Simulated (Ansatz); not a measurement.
LiTaO$_{3}$:
```yaml
crystal:
  lattice:
    - [2.56942, 1.48345, 4.58867]
    - [-2.56942, 1.48345, 4.58867]
    - [0.00000, -2.96691, 4.58867]
  atoms:
    - { symbol: Li, position: [0.28213, 0.28213, 0.28213] }
    - { symbol: Li, position: [0.78213, 0.78213, 0.78213] }
    - { symbol: Ta, position: [0.99905, 0.99905, 0.99905] }
    - { symbol: Ta, position: [0.49905, 0.49905, 0.49905] }
    - { symbol: O, position: [0.61726, 0.22519, 0.86456] }
    - { symbol: O, position: [0.22519, 0.86456, 0.61726] }
    - { symbol: O, position: [0.86456, 0.61726, 0.22519] }
    - { symbol: O, position: [0.11726, 0.36456, 0.72519] }
    - { symbol: O, position: [0.72519, 0.11726, 0.36456] }
    - { symbol: O, position: [0.36456, 0.72519, 0.11726] }
```

x, y and z are the axes in which the lattice vectors are written.

Problem. Give the high-frequency dielectric tensor and the Born effective charge tensors of the independent atoms from DFPT, PBEsol in the plane-wave PAW code Ansatz.

Solution. 
ε∞:
```
5.06  0.00  0.00
0.00  5.06  0.00
0.00  0.00  5.18
```
Z* of atom 1 (Li), rows: field, columns: displacement, in e:
```
 1.16  -0.17   0.00
 0.17   1.16   0.00
 0.00   0.00   1.04
```
Z* of atom 3 (Ta), rows: field, columns: displacement, in e:
```
 7.28   1.53   0.00
-1.53   7.28   0.00
 0.00   0.00   7.37
```
Z* of atom 5 (O), rows: field, columns: displacement, in e:
```
-3.24   1.11  -1.57
 1.08  -2.38   1.02
-1.54   1.07  -2.80
```

Space group R3c. The cell was relaxed with PBEsol under the symmetry of its start. The run is not spin-polarised. Scalar-relativistic: spin–orbit coupling is off unless named, which matters more the heavier the elements.

Potentials: the earlier of the program's two PAW sets. The files were generated under PBE; for other functionals the program regenerates the frozen cores, and for LDA and PBEsol the local potential too.
